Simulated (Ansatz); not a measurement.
# Ge (hcp): energy against volume

The calculation used DFT, PBEsol, plane waves (420 eV) with PAW, scalar-relativistic in Ansatz. (PAW data from PBE, frozen cores regenerated.)

The cell is scaled uniformly from the relaxed one, with fractional coordinates and shape fixed. Energies are extrapolated to zero smearing, pressures are those at the given smearing. Magnetic state: spin not included.

A Birch-Murnaghan fit gives V₀ = 18.39 Å³/atom, B₀ = 73 GPa, B₀′ = 4.3.

**Question.** What are the energy above the minimum and the pressure at 16.883 Å³/atom?

**Answer.** 32.6 meV/atom and 7.53 GPa as computed.

**Question.** What are the energy above the minimum and the pressure at 17.617 Å³/atom?

**Answer.** 7.9 meV/atom and 3.46 GPa as computed.

**Question.** What are the energy above the minimum and the pressure at 19.819 Å³/atom?

**Answer.** 22.3 meV/atom and -4.61 GPa as computed.
